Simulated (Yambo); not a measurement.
A G0W0@PBEsol run in Yambo for Rb₂ScAgCl₆ (space group Fm-3m, No. 225) (2×2×2 Γ-centred k mesh, bands 6 to 305 and a 6 Ry block in the screening, 305 bands in G with the Bruneval-Gonze terminator, plasmon pole fitted at 27.2 eV) gives these matrix elements, in eV, at the band edges (L → X):

```json
[
 {"state": "valence edge", "E0": "0.000", "<Vxc>": "-20.249", "<Σx>": "-25.332", "<Σc(E0)>": "3.471", "Z": "0.796"},
 {"state": "conduction edge", "E0": "3.237", "<Vxc>": "-15.153", "<Σx>": "-9.073", "<Σc(E0)>": "-4.163", "Z": "0.810"}
]
```

**Question.** Solve the linearised quasiparticle equation for both states, give the gap, and say how exchange and correlation each act on it.

**Answer.** E = E0 + Z(Σx + Σc − Vxc). Valence: 0.000 + 0.796 × (-25.332 + (3.471) − (-20.249)) = -1.28 eV. Conduction: 3.237 + 0.810 × (-9.073 + (-4.163) − (-15.153)) = 4.79 eV. The gap is 6.07 eV, against 3.24 eV in PBEsol. Replacing Vxc by bare exchange alone would open it by 11.16 eV; correlation takes back 7.63 eV of that, and Z scales what is left. Nearest settings tried, and what they do to the gap: 201 bands in G: +18 meV; 201 bands in W, 201 bands in G: +83 meV; 5 Ry block (387 vectors against 537): -2 meV. Not varied: mesh. So the settings aren't converged at that level. The k mesh is coarse. Spin-orbit splittings are left out.

Geometry of the Materials Project entry, not relaxed at this level; primitive cell a = b = c = 7.410 Å, α = β = γ = 60.00°.

The structure is a Materials Project entry; no match was found in the copy of COD used, and its stability was not checked.
